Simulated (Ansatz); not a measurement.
AlMo2C in space group P6_3/mmc (No. 194; Al on 2d, Mo on 4f, C on 2a), the program Ansatz at the r²SCAN level (PAW), all energies at zero smearing, with the estimated change up to a 700 eV cutoff added, with one set of potentials and settings (totals compare only within such a set). Cell of 8 atoms (2 Al, 4 Mo, 2 C): -21456.060 eV.

| element | reference phase | E (eV/atom) |
|---|---|---|
| Al | Fm-3m, 1 atoms in the cell | -540.4106 |
| Mo | Im-3m, 1 atoms in the cell | -4967.6249 |
| C | P6_3/mmc, 4 atoms in the cell | -251.6688 |

Formation energy per atom, worked out: (-21456.060 − 2×(-540.4106) − 4×(-4967.6249) − 2×(-251.6688))/8 = -0.175 eV/atom (-17 kJ per mol of atoms), at 0 K, without zero-point energy or fitted corrections.

The start of the workflow was typed in or built on a structure type; neither database checked (COD, Materials Project) lists it. Its standing as an ambient phase is unchecked. The cell was relaxed with r²SCAN under the symmetry of its start; its stability against distortions is not shown here. No spin polarisation was allowed. The references are the lowest solids computed at this level, not always the standard phases.

Potentials: the earlier of the program's two PAW sets.
